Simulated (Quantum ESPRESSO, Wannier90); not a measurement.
# Te$_{2}$Pd (P-3m1): Wannier90 run

```yaml
crystal:
  lattice:
    - [4.07009, 0.00000, 0.00000]
    - [-2.03504, 3.52480, 0.00000]
    - [0.00000, 0.00000, 5.23308]
  atoms:
    - { symbol: Te, position: [0.33333, 0.66667, 0.26109] }
    - { symbol: Te, position: [0.66667, 0.33333, 0.73891] }
    - { symbol: Pd, position: [0.00000, 0.00000, 0.00000] }
```

Structure: Materials Project mp-782, symmetrised, not relaxed again. COD (Crystallography Open Database) has an entry of this formula and space group (matched by these alone). Level: PBEsol, no spin polarisation, no spin-orbit coupling; pw.x of Quantum ESPRESSO at 66 Ry with PseudoDojo potentials, 6×6×4 k-points, Wannier90. Density: 12×12×6 mesh, cold smearing 0.01 Ry. The cell is built of weakly bound layers, chains or molecules, whose nearest atoms lie 3.43 Å apart. Database cells relaxed without dispersion often hold them too far apart, which can enlarge gaps and weakens couplings between them; spacing and stacking were not compared with the measured crystal. Spin-orbit coupling is left out although heavy elements are present.

Energies are relative to the Fermi level.

**Bands.** No gap over 0.05 eV opens at the Fermi level at this level of theory. 4 filled groups are cut off by gaps; the highest, bands 15–16, spans -13.33 to -10.26 eV and is Te 5s 88 %, Te 5p 6 %, Pd 4d 5 %.

**Model.** 17 functions (Te sp, Pd spd) from bands 1-4,15-37, frozen to 1.50 eV, reach Ω_I = 16.91 Å² and follow pw.x to 5.8 meV rms (states up to 1.0 eV relative to the Fermi level). Bands 5–14 (Te 4d 100 %) lie between the kept ones and are excluded.

**Frozen window.** Edge, Ω_I and misfit go 0.5 eV, 15.98 Å², 23 meV; 1.0 eV, 16.52 Å², 7.0 meV; 1.5 eV, 16.91 Å², 5.8 meV; 2.5 eV, 17.26 Å², 5.8 meV. Ω_I never falls as the edge rises, since each frozen state takes freedom from the choice of the smoothest subspace. The edges under the compared range leave its upper states unfrozen, and their misfit is the largest.

**No window.** Without a frozen window Ω_I drops to 11.67 Å² while the misfit grows to 392 meV: a small spread is no proof of good bands.

**Stops.** With the frozen window to 3.66 eV the program stops (More states in the frozen window than target WFs). With the outer window to 1.32 eV the program stops (Energy window contains fewer states than number of target WFs).
